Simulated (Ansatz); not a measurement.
# Ta: energy along a strain

Ta, Fm-3m, a = 4.220 Å (as given, not relaxed at this level: -5.9 GPa). This isn't the element's structure at ambient conditions. Ansatz: PBEsol, PAW, 420 eV, Γ-centred 20×20×20 mesh on 1 atom, Gaussian smearing 0.15 eV; no spin polarisation. Cell vectors (Å): 0.000 2.110 2.110; 2.110 0.000 2.110; 2.110 2.110 0.000. The cell is strained by x per cent times the pattern (1 1 0 0 0 0) in the order xx yy zz yz xz xy (engineering shears), with fractional coordinates held. y is the free energy over the start, V0 = 18.788 Å³/atom. Points with a strain past 8.5 % were computed too (3) and aren't used here.

| x (%) | y (meV/atom) |
| --- | --- |
| -7.50 | 133.91 |
| -5.00 | 32.19 |
| -2.50 | ? |
| 0.00 | 0.00 |
| 2.50 | 57.82 |
| 5.00 | 157.22 |
| 7.50 | 292.22 |

Task: Fit y = c1 x + c2 x² + c3 x³ to the other rows, get the stiffness along the pattern, and predict the missing energy.

Result: Least squares on the rows shown. y = 14.058 x + 3.7879 x² − 0.062290 x³. The clamped-ion stiffness p·C·p = 2 × 37.88 eV × 160.2 / 18.788 Å³ = 646 GPa (second derivative at the start, which stands under stress). At x = -2.50 the fit asked for gives -10.50 meV/atom. The run gave -9.90 meV/atom, so the fit is 0.60 meV/atom too low, 0.2 % of the span of the series, against an rms of 0.01 meV/atom on the fitted rows. With a term in x⁴ added, a fit to the same known rows predicts -10.50 meV/atom, no real gain.

Spin–orbit coupling is left out, which can shift energies with elements as heavy as these.